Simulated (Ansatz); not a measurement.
CuCl:
Space group Pm-3m (No. 221); a = b = c = 3.2009 Å, α = β = γ = 90.00°

| atom | site | symmetry | x | y | z |
|---|---|---|---|---|---|
| Cu | 1a | m-3m | 0.0000 | 0.0000 | 0.0000 |
| Cl | 1b | m-3m | 0.5000 | 0.5000 | 0.5000 |

Relaxed with PBE.

Problem. Which orbitals make up the states near the Fermi level in PBE in the plane-wave PAW code Ansatz?

Solution. Within 0.5 eV of the Fermi level: Cu 3d 75 %, Cl 3p 24 %. Projections are on Löwdin-orthogonalised atomic valence shells; empty p or d shells of many metals are not among them.

Problem. Tabulate the density of states.

Solution. States/eV per cell of 2 atoms, in 0.25 eV bins, energy from the Fermi level.

```tsv
E (eV)	total	Cu 3d	Cl 3p	Cu 4s
-7.85	0.00	0.00	0.00	0.00
-7.60	0.00	0.00	0.00	0.00
-7.35	0.00	0.00	0.00	0.00
-7.10	0.00	0.00	0.00	0.00
-6.85	0.14	0.01	0.10	0.04
-6.60	0.40	0.02	0.28	0.10
-6.35	0.58	0.02	0.42	0.13
-6.10	0.78	0.03	0.59	0.15
-5.85	1.05	0.04	0.81	0.17
-5.60	1.63	0.07	1.31	0.21
-5.35	1.83	0.10	1.52	0.16
-5.10	1.98	0.18	1.64	0.11
-4.85	1.47	0.14	1.22	0.07
-4.60	1.32	0.14	1.10	0.04
-4.35	1.26	0.14	1.05	0.03
-4.10	1.26	0.15	1.04	0.03
-3.85	1.23	0.17	1.01	0.02
-3.60	1.29	0.19	1.05	0.02
-3.35	1.36	0.23	1.08	0.02
-3.10	1.60	0.30	1.25	0.02
-2.85	2.50	0.56	1.90	0.01
-2.60	1.49	0.36	1.12	0.00
-2.35	0.53	0.14	0.39	0.00
-2.10	0.24	0.06	0.18	0.00
-1.85	0.07	0.02	0.05	0.00
-1.60	1.87	1.76	0.04	0.06
-1.35	5.24	5.08	0.07	0.06
-1.10	9.40	9.14	0.10	0.06
-0.85	9.20	8.73	0.30	0.07
-0.60	7.04	6.34	0.64	0.02
-0.35	4.72	3.55	1.13	0.01
-0.10	2.52	1.85	0.66	0.00
0.15	0.01	0.00	0.00	0.01
0.40	0.02	0.00	0.00	0.01
0.65	0.03	0.00	0.01	0.02
0.90	0.04	0.00	0.01	0.02
1.15	0.05	0.00	0.01	0.03
1.40	0.20	0.02	0.02	0.14
1.65	0.38	0.04	0.03	0.27
1.90	0.49	0.04	0.05	0.35
2.15	0.61	0.04	0.08	0.42
2.40	0.78	0.04	0.11	0.54
2.65	1.18	0.04	0.17	0.81
2.90	1.14	0.03	0.23	0.77
3.15	1.54	0.02	0.38	1.01
3.40	0.82	0.01	0.19	0.50
3.65	0.44	0.00	0.08	0.23
3.90	0.34	0.00	0.05	0.13
4.15	0.30	0.00	0.03	0.07
4.40	0.23	0.00	0.01	0.02
4.65	0.22	0.00	0.00	0.00
```

The start of the workflow was typed in or built on a structure type; neither database checked (COD, Materials Project) lists it. It is not the phase usual at ambient conditions (space group No. 216). The cell was relaxed with PBE under the symmetry of its start; whether a distortion lowers the energy is not shown. The workflow began spin-polarised and lost its moments. The compound may be a true metal, but semilocal functionals without U, or a wrong spin order, can also close a gap.

Potentials: the later of the program's two PAW sets.
